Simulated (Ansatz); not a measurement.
TaSiB:
```xyz
6
Lattice="1.6267 -6.7199 0.0000 1.6267 6.7199 0.0000 0.0000 0.0000 3.1595" Properties=species:S:1:pos:R:3 pbc="T T T"
Si     1.6267    -2.7214     0.7899
Si     1.6267     2.7214     2.3696
B      1.6267     0.4460     2.3696
B      1.6267    -0.4460     0.7899
Ta     1.6267     5.4053     2.3696
Ta     1.6267    -5.4053     0.7899
```

Relaxed with PBEsol. Special points in fractions of this cell's reciprocal vectors: Γ (0.000, 0.000, 0.000); Y (-0.500, 0.500, 0.000); C0 (-0.265, 0.735, 0.000); Σ0 (0.265, 0.265, 0.000); Z (0.000, 0.000, 0.500); A0 (0.265, 0.265, 0.500); E0 (-0.265, 0.735, 0.500); T (-0.500, 0.500, 0.500); S (0.000, 0.500, 0.000); R (0.000, 0.500, 0.500).

### Question
List the band energies nearest the Fermi level at these points for the program Ansatz at the PBEsol level (PAW).

### Answer
In eV from the Fermi level; about four levels below and three above (degenerate sets whole), none deeper than 8.9 eV; points with the same levels are listed once.

```csv
k,below,above
Γ,-3.36 -2.87 -2.23 -1.51,0.88 1.47 1.53
Y,-3.64 -2.06 -1.59 -1.42,0.43 0.88 1.45
C0,-2.49 -1.70 -1.60 -0.23,1.41 1.54 1.89
Z,-3.26 -3.26 -0.07 -0.07,0.57 0.57 2.27 2.27
A0,-3.98 -3.98 -2.42 -2.42,1.90 1.90 3.55 3.55
T,-3.66 -3.66 -0.40 -0.40,0.36 0.36 2.49 2.49
S,-2.44 -1.70 -1.56 -0.24,1.04 1.23 2.45
R,-3.93 -3.93 -2.38 -2.38,1.92 1.92 3.48 3.48
```

Space group Cmcm. The start of the workflow was typed in or built on a structure type; neither database checked (COD, Materials Project) lists it. Whether it is the stable phase at ambient conditions was not checked. The PBEsol relaxation kept the symmetry of its start; its stability against distortions is not shown here. No spin polarisation was allowed. Spin–orbit coupling is left out wherever it is not named.

Potentials: the earlier of the program's two PAW sets. The files were generated under PBE; for other functionals the program regenerates the frozen cores, and for LDA and PBEsol the local potential too.
